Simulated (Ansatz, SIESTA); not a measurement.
This is a calculation of Pb2O for SIESTA 5.4.2. Atoms were shifted at random by some hundredths of an Å from the given cell, which wasn't relaxed again for these runs. 

Contents of Pb2O.fdf:

```
SystemName                      Pb2O
SystemLabel                     Pb2O
NumberOfSpecies                 2
NumberOfAtoms                   6
%block ChemicalSpeciesLabel
  1  82 Pb
  2   8 O
%endblock ChemicalSpeciesLabel

LatticeConstant                 1.0 Ang
%block LatticeVectors
     5.3800000000     0.0000000000     0.0000000000
     0.0000000000     5.3800000000     0.0000000000
     0.0000000000     0.0000000000     5.3800000000
%endblock LatticeVectors
AtomicCoordinatesFormat         Fractional
%block AtomicCoordinatesAndAtomicSpecies
     0.7378860000     0.2619760000     0.7543750000  1  Pb
     0.2583090000     0.7485040000     0.7468810000  1  Pb
     0.7478640000     0.7508240000     0.2525450000  1  Pb
     0.2529950000     0.2468930000     0.2547140000  1  Pb
     0.4960740000     0.4943930000     0.5065880000  2  O
    -0.0056270000     0.0007440000    -0.0006300000  2  O
%endblock AtomicCoordinatesAndAtomicSpecies

%block kgrid.MonkhorstPack
    5   0   0  0.0
    0   5   0  0.0
    0   0   5  0.0
%endblock kgrid.MonkhorstPack
XC.Functional                   GGA
XC.Authors                      PBE
PAO.BasisSize                   DZP
PAO.EnergyShift                 0.003 Ry
Mesh.Cutoff                     800 Ry
OccupationFunction              FD
ElectronicTemperature           0.05 eV
MaxSCFIterations                120
SCF.MustConverge                false
SCF.Mixer.Method                Pulay
SCF.Mixer.Weight                0.25
SCF.Mixer.History               8
SCF.DM.Tolerance                5.0e-05
SCF.H.Tolerance                 1.0e-03 eV
WriteForces                     true
Charge.Mulliken                 end
%block PAO.Basis
  Pb 4
  n=6 0 2
    6.167 0.000
  n=6 1 2
    8.915 0.000
  n=5 2 2
    4.155 0.000
  n=6 2 1
    8.915
%endblock PAO.Basis
```

Potentials or basis: PseudoDojo 0.4 standard (PBE files), converted to PSML, two zetas on semicore shells, DZP (energy shift 0.003 Ry; two zetas on semicore shells).

Run with:

```sh
$ siesta < Pb2O.fdf > Pb2O.out 2>&1
```

Problem. Translate it to Ansatz 0.2.0. Potentials or basis there: Ansatz PAW, cutoff 420 eV.

Solution. As run (cutoffs and basis follow the program's own potentials, and thresholds, step limits or extra output files can differ):

Contents of input.yaml:

```yaml
crystal:
  lattice:
    - [5.38, 0.0, 0.0]
    - [0.0, 5.38, 0.0]
    - [0.0, 0.0, 5.38]
  atoms:
    - { symbol: Pb, position: [0.737886, 0.261976, 0.754375] }
    - { symbol: Pb, position: [0.258309, 0.748504, 0.746881] }
    - { symbol: Pb, position: [0.747864, 0.750824, 0.252545] }
    - { symbol: Pb, position: [0.252995, 0.246893, 0.254714] }
    - { symbol: O, position: [0.496074, 0.494393, 0.506588] }
    - { symbol: O, position: [-0.005627, 0.000744, -0.00063] }
hamiltonian:
  xc: pbe
  pseudopotentials: { kind: paw }
kpoints:
  mp_grid: { grid: [5, 5, 5] }
scf:
  occupations: { method: fermi_dirac, width: 0.05 }
output:
  forces: true
  stress: true
  eigenvalues: true
```

Potentials or basis: Ansatz PAW.

Command:

```bash
$ ansatz run input.yaml --threads 2 --pin off --max-ram 5120MiB --backend cpu --events-out ev --progress --plain --runs-dir out
```

Both were run:

|  | SIESTA | Ansatz |
| --- | --- | --- |
| Pressure | 4.3 GPa | 3.1 GPa |
| Largest force | 0.969 eV/Å | 0.786 eV/Å |
| Energy over the undisturbed cell | 10.4 meV/atom | 8.5 meV/atom |

Ansatz's pressure holds a Pulay term of +0.17 GPa for its cutoff of 420 eV, which the other run lacks.

Where Ansatz's input types no cutoff or centring, it takes its own default and a Γ-centred mesh.

Pressure is positive in compression.
